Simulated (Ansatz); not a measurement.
What settings do to one calculation: W started on a Zn site in cubic perovskite KZnF3, 10 atoms, charge −1

Ansatz (PAW, plane waves), atoms fixed. The base input:

```yaml
crystal:
  lattice:
    - [8.104526, 0.000000, 0.000000]
    - [0.000000, 4.052263, 0.000000]
    - [0.000000, 0.000000, 4.052263]
  atoms:
    - { symbol: K, position: [0.009486, 0.006714, 0.039753] }
    - { symbol: K, position: [0.515139, 0.960658, 0.984434] }
    - { symbol: W, position: [0.252775, 0.495681, 0.505345], spin: 0.2 }
    - { symbol: Zn, position: [0.761764, 0.503371, 0.533035] }
    - { symbol: F, position: [0.262949, 0.468656, 0.953532], spin: 0.2 }
    - { symbol: F, position: [0.733232, 0.510856, 0.987937] }
    - { symbol: F, position: [0.981238, 0.478524, 0.545283], spin: 0.2 }
    - { symbol: F, position: [0.500445, 0.486520, 0.535695], spin: 0.2 }
    - { symbol: F, position: [0.248337, 0.003868, 0.478954], spin: 0.2 }
    - { symbol: F, position: [0.763999, 0.976810, 0.489424] }
kpoints:
  mp_grid: { grid: [2, 2, 2], shift: [0.5, 0.5, 0.5] }
hamiltonian:
  xc: pbesol
total_charge: -1
magnetization:
  spin_polarized: true
scf:
  occupations: { method: fermi_dirac, width: 0.01 }
output:
  forces: true
  eigenvalues: true
  populations: true
  charged_corrections: { epsilon: 8 }
```

Command:

```sh
ansatz run in.yaml --threads 8 --pin off --max-ram 13300MiB --runs-dir r --events-out ev --progress --plain
```

It converged in 24 iterations and 2 s of wall time on a shared host; largest force component 5.96 eV/Å. The cutoff was the default, 420 eV. The base isn't a converged reference: it has few k points, and its atoms are unrelaxed. Each run below changes the keys shown and caps the iterations.

```csv
run,changed,ending,iterations,free energy less the base (meV per atom),rms change of forces (eV/Å),change of pressure (GPa),"wall time (s, shared host)"
1,"xc_grid 2 (2 is the default), max_iter 60",converged,24,0.0,0.000,–,2 CPU
2,"ecutwfc 480 eV, max_iter 60",converged,25,-3.4,0.002,–,2.2 CPU
3,"initial_magnetization 1, max_iter 100",converged,24,0.0,0.000,–,1.9 CPU
4,"ecutwfc 180 eV, max_iter 50, total_charge 0",converged,20,other zero,1.155,–,1 CPU
5,"dispersion rvv10, accuracy low, dr2_threshold 0.001, max_iter 80",refused,–,–,–,–,–
6,max_iter 90,converged,24,0.0,0.000,–,2 CPU
```

«Other zero»: another functional, charge or dispersion term moves the zero of energy, so the difference says nothing of accuracy.

Question: Which changes leave the result alone, and which of the same physical model moves the forces most?

Answer: The forces move by under 0.002 eV/Å in runs 1, 3, 6. Among the runs with the same functional, charge and dispersion term, none moves them by over 0.01 eV/Å.

Question: Why did some runs give no result?

Answer: - run 5: inconsistent input (hamiltonian.dispersion, hamiltonian.xc): `dispersion: rvv10` has no transferable b for PBE exchange — Sabatini et al. (2013) fitted b=6.3 to rPW86, and the PBE refits of Peng & Perdew (2017) are task-dependent (b=6.6 S22 / b=10.0 layered). …
